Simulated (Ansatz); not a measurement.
Is this SrVO₃ result the lowest state?

We look at SrVO₃: a test cell of our own (not relaxed), with 5 atoms per cell.

Method: Ansatz development build ahead of 0.2.0, DFT, PBE+U, PAW (an earlier, harder data set), plane waves, scalar-relativistic.

```yaml
crystal:
  lattice:
    - [3.7538, 0, 0]
    - [0, 3.7538, 0]
    - [0, 0, 3.7538]
  atoms:
    - { symbol: Sr, position: [0, 0, 0] }
    - { symbol: V, position: [0.5, 0.5, 0.5], spin: 1.0 }
    - { symbol: O, position: [0.5, 0.5, 0] }
    - { symbol: O, position: [0.5, 0, 0.5] }
    - { symbol: O, position: [0, 0.5, 0.5] }
kpoints:
  mp_grid: { grid: [6, 6, 6], shift: [0, 0, 0] }
hamiltonian:
  xc: pbe
  pseudopotentials: { kind: paw }
  hubbard: { sites: [{ site: 1, l: d, u_eff: 3.25 }] }
magnetization:
  spin_polarized: true
scf:
  lower_state_search: standard
  occupations: { method: gaussian, width: 0.1 }
```

Settings in force: cutoff 930 eV, smearing width 0.1 eV; standard search for lower states.

The run converged after 45 iterations in all: spin-polarised, site moments V2 0.85 μB, total 1.00 μB per cell.

The mesh is too coarse to rank close states of a metal with certainty: differences of some tens of meV/atom may change, at times in sign.

A static U favours moments and orbital order; the result depends on U and need not be the measured state. With one magnetic atom in the cell its copies can only be parallel; orders in a larger cell may lie lower.

Site moments are taken inside atomic spheres and don't add up to the total.

Eigenvalues of the Hubbard occupation matrices: V2 up 0.32 0.32 0.40 0.40 0.79, down 0.15 0.17 0.17 0.30 0.30.

Problem. Has the SCF ended in the lowest solution? If not, by how much is it too high?

Solution. No lower state turned up: it is the lowest of 2 states reached by 4 converged runs, and the next lies 2.4 meV/atom higher (spin-polarised, site moments V2 0.86 μB, total 1.00 μB per cell (the moments match the lowest state's; the Hubbard occupation eigenvalues are V2 up 0.32 0.33 0.48 0.48 0.67, down 0.15 0.16 0.16 0.30 0.30, against V2 up 0.32 0.32 0.40 0.40 0.79, down 0.15 0.17 0.17 0.30 0.30)). The run first closed 6.2 meV/atom higher, and its search went on from there. That doesn't prove a ground state. States within about 5 meV/atom are too close for this mesh, smearing and search to settle their order. Orders that need a larger cell or non-collinear spins weren't tried. No run without spin polarisation was made.
